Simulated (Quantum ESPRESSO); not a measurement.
Inputs of pw.x and gipaw.x (a modified build of Quantum ESPRESSO, PBE) for KMgF3; the starting potential comes from an earlier run on another mesh:

```
&CONTROL
  calculation = 'scf'
  prefix = 'x'
  pseudo_dir = './pseudo'
  outdir = './out'
  tprnfor = .true.
/
&SYSTEM
  ibrav = 0
  nat = 5
  ntyp = 3
  ecutwfc = 45
  ecutrho = 180
  occupations = 'fixed'
  nbnd = 20
/
&ELECTRONS
  conv_thr = 1e-11
  startingpot = 'file'
/
ATOMIC_SPECIES
K 39.098 K.GGA_PBE-JTH.UPF
Mg 24.305 Mg.GGA_PBE-JTH.UPF
F 18.998 F.GGA_PBE-JTH.UPF
CELL_PARAMETERS angstrom
    3.998362350000     0.000000000000     0.000000000000
    0.000000000000     3.998362350000     0.000000000000
    0.000000000000     0.000000000000     3.938685300000
ATOMIC_POSITIONS crystal
K      0.500000000000     0.500000000000     0.500000000000
Mg     0.000000000000     0.000000000000     0.000000000000
F      0.000000000000     0.500000000000     0.000000000000
F      0.500000000000     0.000000000000     0.000000000000
F      0.000000000000     0.000000000000     0.500000000000
K_POINTS automatic
4 4 4 1 1 1
```

```
&INPUTGIPAW
  job = 'nmr'
  prefix = 'x'
  tmp_dir = './out/'
  restart_mode = 'from_scratch'
  pawproj(1) = .true.
  pawproj(2) = .true.
  pawproj(3) = .true.
  use_nmr_macroscopic_shape = .false.
/
```

The cell was made here from a computed Materials Project entry: strained by -1 % along the cube axis and by +0.5 % across it, atoms relaxed (PBE without dispersion, pw.x of Quantum ESPRESSO, symmetry kept). The parent is KMgF3 in Pm-3m; whether this form has been observed was not checked. Stability against distortions was not tested.

Give the final section of the GIPAW output.


```
     Total NMR chemical shifts in ppm: ---------------------------------------
     (adopting the Simpson convention for anisotropy and asymmetry)-----------

     Atom  1  K   pos: (  0.500000  0.500000  0.492537)  Total sigma:        1180.29
          1179.7661          0.0000         -0.0000
             0.0000       1179.7661         -0.0000
             0.0000         -0.0000       1181.3323

     K       1    anisotropy:      1.57    eta:    0.0000
     K       1    sigma_11=   1179.77
     K       1    sigma_22=   1179.77
     K       1    sigma_33=   1181.33

     Atom  2  Mg  pos: (  0.000000  0.000000  0.000000)  Total sigma:         554.64
           553.2301         -0.0000         -0.0000
            -0.0000        553.2301          0.0000
            -0.0000         -0.0000        557.4687

     Mg      2    anisotropy:      4.24    eta:    0.0000
     Mg      2    sigma_11=    553.23
     Mg      2    sigma_22=    553.23
     Mg      2    sigma_33=    557.47

     Atom  3  F   pos: (  0.000000  0.500000  0.000000)  Total sigma:         331.55
           331.1499          0.0000          0.0000
             0.0000        333.3362          0.0000
            -0.0000         -0.0000        330.1568

     F       3    anisotropy:      2.68    eta:    0.5552
     F       3    sigma_11=    331.15
     F       3    sigma_22=    330.16
     F       3    sigma_33=    333.34

     Atom  4  F   pos: (  0.500000  0.000000  0.000000)  Total sigma:         331.55
           333.3362          0.0000          0.0000
             0.0000        331.1499          0.0000
            -0.0000         -0.0000        330.1568

     F       4    anisotropy:      2.68    eta:    0.5552
     F       4    sigma_11=    331.15
     F       4    sigma_22=    330.16
     F       4    sigma_33=    333.34

     Atom  5  F   pos: (  0.000000  0.000000  0.492537)  Total sigma:         333.57
           331.1699          0.0000         -0.0000
            -0.0000        331.1699          0.0000
            -0.0000         -0.0000        338.3780

     F       5    anisotropy:      7.21    eta:    0.0000
     F       5    sigma_11=    331.17
     F       5    sigma_22=    331.17
     F       5    sigma_33=    338.38
```
The printed anisotropy is 3/2 (σ_33 − σ_iso) in the program's own order; the axes are left out here. Anisotropies that symmetry doesn't fix are less certain than the isotropic values. σ is an absolute shielding without the bulk-susceptibility term: within one crystal shift differences are minus those of σ, between compounds the missing term differs by several ppm. By our sweeps, such settings leave a few ppm in absolute σ. The datasets of Mg hold no d projectors, which limits absolute σ on these atoms. Static lattice: thermal averaging is not included.
